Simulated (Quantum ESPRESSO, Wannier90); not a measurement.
SiRu (CsCl type): Wannier90 run

```
SiRu
1.0
    2.91612     0.00000     0.00000
    0.00000     2.91612     0.00000
    0.00000     0.00000     2.91612
Si Ru
1 1
Direct
  0.50000   0.50000   0.50000
  0.00000   0.00000   0.00000
```

Materials Project entry mp-381; symmetrised, unrelaxed at this level. Not found in the COD (Crystallography Open Database) copy used; not checked further. Level: PBEsol, no spin polarisation, no spin-orbit coupling; pw.x of Quantum ESPRESSO at 68 Ry with PseudoDojo potentials, 10×10×10 k-points, Wannier90. Density: 10×10×10 mesh, cold smearing 0.01 Ry.

The plane-wave run has 26 bands and 20 electrons a cell. On the energy scale of pw.x, whose zero is arbitrary, the Fermi level lies at 19.54 eV.

Isolated groups of bands, relative to the Fermi level (bands from 5 on overlap up to the last one computed):

```tsv
bands	from (eV)	to (eV)	filling	weight on atomic waves
1	-72.77	-72.70	filled	Ru 4s 94 %
2–4	-43.01	-42.67	filled	Ru 4p 99 %
```

Input w.win, without the blocks of cell, atoms and k-points (1000 lines):

```
num_bands = 22
num_wann = 13
exclude_bands = 1-4
num_iter = 800
conv_tol = 1.0e-6
conv_window = 4
dis_num_iter = 1000
dis_conv_tol = 1.0e-6
dis_froz_max = 34.78
write_hr = true
write_u_matrices = true
begin projections
Si: s;p
Ru: s;p;d
end projections
mp_grid = 10 10 10
```

wannier90.x stops with:
```
dis_windows: More states in the frozen window than target WFs
```
At some k-point more bands lie below dis_froz_max than there are Wannier functions, and every frozen state has to fit into the subspace. Mended as below, all else unchanged, the run goes through (Ω_I = 13.1 Å²) and follows the plane-wave bands to 1.3 meV rms (states up to 1.0 eV relative to the Fermi level).
```
dis_froz_max = 21.04
```
